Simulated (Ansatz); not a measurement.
Relaxation of a relaxed SiS2 cell with one Si and one S atom exchanged in a cell of 6 atoms; 6 atoms in the cell, which starts as P1 (No. 1), aP6; a = 5.546 Å, b = 5.803 Å, c = 6.369 Å, α = 117.10°, β = 115.81°, γ = 90.00°. Method: r2SCAN (plane waves to 500 eV, PAW, scalar-relativistic; Ansatz, an electronic-structure program). Γ-centred k-mesh 5×6×5 on the run's cell (coarser than for final values), Fermi–Dirac smearing 0.05 eV. This is the first round of the run. 

The optimiser's lines from the output (shortened; P is positive under compression):

```
relax step   1: F+E_penalty+E_count = -4898.03860087 eV  Δ(F+E_penalty+E_count) = +0.000e0 eV  max|allowed force component| = 2.271e0 eV/Å  Δτ_max = 0.0000 Å  P = +4.468 GPa  Ω = 159.165 Å³  (9 SCF iters, dr2 threshold 1.00e-7 eV, accepted)
relax step   2: F+E_penalty+E_count = -4898.67793091 eV  Δ(F+E_penalty+E_count) = -6.393e-1 eV  max|allowed force component| = 6.647e-1 eV/Å  Δτ_max = 0.1947 Å  P = +0.788 GPa  Ω = 157.826 Å³  (8 SCF iters, dr2 threshold 6.00e-7 eV, accepted)
relax step   3: F+E_penalty+E_count = -4898.82124644 eV  Δ(F+E_penalty+E_count) = -1.433e-1 eV  max|allowed force component| = 5.211e-1 eV/Å  Δτ_max = 0.0824 Å  P = +0.074 GPa  Ω = 150.993 Å³  (7 SCF iters, dr2 threshold 6.00e-7 eV, accepted)
relax step   4: F+E_penalty+E_count = -4898.99413064 eV  Δ(F+E_penalty+E_count) = -1.729e-1 eV  max|allowed force component| = 4.138e-1 eV/Å  Δτ_max = 0.1087 Å  P = +0.024 GPa  Ω = 143.512 Å³  (7 SCF iters, dr2 threshold 6.00e-7 eV, accepted)
relax step   5: F+E_penalty+E_count = -4899.27784490 eV  Δ(F+E_penalty+E_count) = -2.837e-1 eV  max|allowed force component| = 7.228e-1 eV/Å  Δτ_max = 0.1453 Å  P = +0.894 GPa  Ω = 137.733 Å³  (8 SCF iters, dr2 threshold 6.00e-7 eV, accepted)
relax step   6: F+E_penalty+E_count = -4899.80764071 eV  Δ(F+E_penalty+E_count) = -5.298e-1 eV  max|allowed force component| = 1.228e0 eV/Å  Δτ_max = 0.1777 Å  P = +2.649 GPa  Ω = 132.614 Å³  (8 SCF iters, dr2 threshold 6.00e-7 eV, accepted)
relax step   7: F+E_penalty+E_count = -4900.57661917 eV  Δ(F+E_penalty+E_count) = -7.690e-1 eV  max|allowed force component| = 1.671e0 eV/Å  Δτ_max = 0.1944 Å  P = +1.358 GPa  Ω = 134.406 Å³  (7 SCF iters, dr2 threshold 6.00e-7 eV, accepted)
relax step   8: F+E_penalty+E_count = -4901.55211401 eV  Δ(F+E_penalty+E_count) = -9.755e-1 eV  max|allowed force component| = 1.712e0 eV/Å  Δτ_max = 0.1969 Å  P = +1.031 GPa  Ω = 137.317 Å³  (7 SCF iters, dr2 threshold 6.00e-7 eV, accepted)
relax step   9: F+E_penalty+E_count = -4902.20837845 eV  Δ(F+E_penalty+E_count) = -6.563e-1 eV  max|allowed force component| = 1.035e0 eV/Å  Δτ_max = 0.1949 Å  P = +2.929 GPa  Ω = 137.802 Å³  (7 SCF iters, dr2 threshold 6.00e-7 eV, accepted)
relax step  10: F+E_penalty+E_count = -4902.79244335 eV  Δ(F+E_penalty+E_count) = -5.841e-1 eV  max|allowed force component| = 7.798e-1 eV/Å  Δτ_max = 0.1949 Å  P = +1.723 GPa  Ω = 143.824 Å³  (7 SCF iters, dr2 threshold 6.00e-7 eV, accepted)
relax step  11: F+E_penalty+E_count = -4903.09358844 eV  Δ(F+E_penalty+E_count) = -3.011e-1 eV  max|allowed force component| = 7.349e-1 eV/Å  Δτ_max = 0.1739 Å  P = +1.357 GPa  Ω = 145.601 Å³  (7 SCF iters, dr2 threshold 6.00e-7 eV, accepted)
relax step  12: F+E_penalty+E_count = -4903.36218979 eV  Δ(F+E_penalty+E_count) = -2.686e-1 eV  max|allowed force component| = 3.981e-1 eV/Å  Δτ_max = 0.2000 Å  P = +0.075 GPa  Ω = 145.441 Å³  (7 SCF iters, dr2 threshold 6.00e-7 eV, accepted)
relax step  13: F+E_penalty+E_count = -4903.53489464 eV  Δ(F+E_penalty+E_count) = -1.727e-1 eV  max|allowed force component| = 3.898e-1 eV/Å  Δτ_max = 0.1952 Å  P = -0.870 GPa  Ω = 144.257 Å³  (7 SCF iters, dr2 threshold 6.00e-7 eV, accepted)
relax step  14: F+E_penalty+E_count = -4903.68164847 eV  Δ(F+E_penalty+E_count) = -1.468e-1 eV  max|allowed force component| = 3.912e-1 eV/Å  Δτ_max = 0.2000 Å  P = -0.886 GPa  Ω = 143.066 Å³  (6 SCF iters, dr2 threshold 6.00e-7 eV, accepted)
relax step  15: F+E_penalty+E_count = -4903.81564599 eV  Δ(F+E_penalty+E_count) = -1.340e-1 eV  max|allowed force component| = 2.792e-1 eV/Å  Δτ_max = 0.1924 Å  P = -0.606 GPa  Ω = 140.833 Å³  (6 SCF iters, dr2 threshold 6.00e-7 eV, accepted)
relax step  16: F+E_penalty+E_count = -4903.91165160 eV  Δ(F+E_penalty+E_count) = -9.601e-2 eV  max|allowed force component| = 2.309e-1 eV/Å  Δτ_max = 0.2000 Å  P = -0.518 GPa  Ω = 138.977 Å³  (6 SCF iters, dr2 threshold 6.00e-7 eV, accepted)
relax step  17: F+E_penalty+E_count = -4903.99034431 eV  Δ(F+E_penalty+E_count) = -7.869e-2 eV  max|allowed force component| = 2.478e-1 eV/Å  Δτ_max = 0.1947 Å  P = +0.177 GPa  Ω = 137.329 Å³  (6 SCF iters, dr2 threshold 6.00e-7 eV, accepted)
relax step  18: F+E_penalty+E_count = -4904.03659655 eV  Δ(F+E_penalty+E_count) = -4.625e-2 eV  max|allowed force component| = 2.970e-1 eV/Å  Δτ_max = 0.2000 Å  P = +0.346 GPa  Ω = 136.223 Å³  (6 SCF iters, dr2 threshold 6.00e-7 eV, accepted)
relax step  19: F+E_penalty+E_count = -4904.00315098 eV  Δ(F+E_penalty+E_count) = +3.345e-2 eV  max|allowed force component| = 5.445e-1 eV/Å  Δτ_max = 0.1930 Å  P = -0.988 GPa  Ω = 134.583 Å³  (6 SCF iters, dr2 threshold 6.00e-7 eV, rejected (line search))
relax step  20: F+E_penalty+E_count = -4904.05258958 eV  Δ(F+E_penalty+E_count) = -1.599e-2 eV  max|allowed force component| = 6.707e-2 eV/Å  Δτ_max = 0.0965 Å  P = +0.136 GPa  Ω = 135.669 Å³  (10 SCF iters, accepted)
relax step  21: F+E_penalty+E_count = -4904.05358374 eV  Δ(F+E_penalty+E_count) = -9.942e-4 eV  max|allowed force component| = 3.941e-2 eV/Å  Δτ_max = 0.0297 Å  P = +0.027 GPa  Ω = 136.034 Å³  (5 SCF iters, dr2 threshold 2.81e-7 eV, accepted)
relax step  22: F+E_penalty+E_count = -4904.05370513 eV  Δ(F+E_penalty+E_count) = -1.214e-4 eV  max|allowed force component| = 1.609e-2 eV/Å  Δτ_max = 0.0053 Å  P = +0.050 GPa  Ω = 136.152 Å³  (4 SCF iters, dr2 threshold 9.71e-8 eV, accepted)
relax step  23: F+E_penalty+E_count = -4904.05373264 eV  Δ(F+E_penalty+E_count) = -2.751e-5 eV  max|allowed force component| = 4.327e-3 eV/Å  Δτ_max = 0.0019 Å  P = -0.005 GPa  Ω = 136.219 Å³  (4 SCF iters, dr2 threshold 2.64e-8 eV, accepted)
relax step  24: F+E_penalty+E_count = -4904.05458662 eV  Δ(F+E_penalty+E_count) = -8.540e-4 eV  max|allowed force component| = 4.233e-3 eV/Å  Δτ_max = 0.0000 Å  P = +0.002 GPa  Ω = 136.219 Å³  stress off target by 2.52e-2 GPa  SCF on the basis re-selected at this cell (its energy is not comparable with the rows above)  (6 SCF iters)
relax step  25: F+E_penalty+E_count = -4904.05459642 eV  Δ(F+E_penalty+E_count) = -9.801e-6 eV  max|allowed force component| = 3.208e-3 eV/Å  Δτ_max = 0.0015 Å  P = -0.001 GPa  Ω = 136.227 Å³  (5 SCF iters, dr2 threshold 1.59e-9 eV, accepted)
relax step  26: F+E_penalty+E_count = -4904.05459800 eV  Δ(F+E_penalty+E_count) = -1.577e-6 eV  max|allowed force component| = 3.208e-3 eV/Å  Δτ_max = 0.0000 Å  P = -0.001 GPa  Ω = 136.227 Å³  stress off target by 1.07e-2 GPa  SCF on the basis re-selected at this cell (its energy is not comparable with the rows above)  (7 SCF iters)
```

From the first to the last row the energy changes by -1.00 eV/atom and the volume by -14.4 %. The last row is marked as not comparable with the walk above it, whose basis was carried along; it does compare with step 1, since both stand on a basis selected at the nominal cutoff for their own cell.

Step 19 was rejected by the optimiser.

Later rounds, restarted from the end of this one on a renewed k-mesh, logged 4 more steps and released under 1 meV/atom more. The final structure after all rounds: C2 (No. 5), mS12; a = 8.317 Å, b = 5.940 Å, c = 6.526 Å, α = γ = 90.00°, β = 122.33°. Between re-selections the logged energies stand on a plane-wave basis carried along with the cell. The relaxed cell holds bonded S–S pairs (2.09 Å). No spin polarisation in the result.

The relaxed structure here is a generated cell of SiS2: the first start was made by placing the elements on the sites of a structure type, and the end was not matched to a known phase here, so it may be hypothetical.
